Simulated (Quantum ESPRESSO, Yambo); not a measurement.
RhCuO₂ (space group R-3m, No. 166): one geometry, one set of norm-conserving PBEsol (Quantum ESPRESSO, 92 Ry, without SOC) orbitals, self-energies from Yambo (4×4×4 Γ-centred k mesh, bands 9 to 101 and a 8 Ry block in the screening, 101 bands in G with the Bruneval-Gonze terminator, plasmon pole fitted at 27.2 eV).

| level | gap F → (0.25, -0.5, -0.5) (eV) | direct gap at (0.25, -0.5, -0.5) (eV) |
|---|---|---|
| PBEsol (Quantum ESPRESSO) | 1.18 | 1.21 |
| exchange only (Hartree-Fock self-energy on PBEsol orbitals) | (withheld) | (withheld) |
| static COHSEX@PBEsol | (withheld) | (withheld) |
| G0W0@PBEsol, plasmon pole | 1.91 | 1.91 |

### Question
What belongs in the gaps?

### Answer

- exchange only (Hartree-Fock self-energy on PBEsol orbitals), gap F → (0.25, -0.5, -0.5) (eV): 10.18
- exchange only (Hartree-Fock self-energy on PBEsol orbitals), direct gap at (0.25, -0.5, -0.5) (eV): 10.21
- static COHSEX@PBEsol, gap F → (0.25, -0.5, -0.5) (eV): 2.17
- static COHSEX@PBEsol, direct gap at (0.25, -0.5, -0.5) (eV): 2.35

Bare exchange has no screening and gives the widest gap; static COHSEX screens it but leaves out the frequency dependence, which G0W0 restores. The mesh misses a band edge: along a dense path the PBEsol gap is 0.68 eV against 1.18 eV on the mesh. All rows use the PBEsol edge points; in the exchange only run other k points give a smaller gap, 10.03 eV.

Convergence of the G0W0 settings was not tested. Oxides, nitrides and fluorides with a shallow 3d shell are known to need far more bands and larger blocks.

Geometry relaxed with PBEsol; primitive cell a = 5.9097 Å, b = 5.9097 Å, c = 5.9097 Å, α = 30.12°, β = 30.12°, γ = 30.12°.
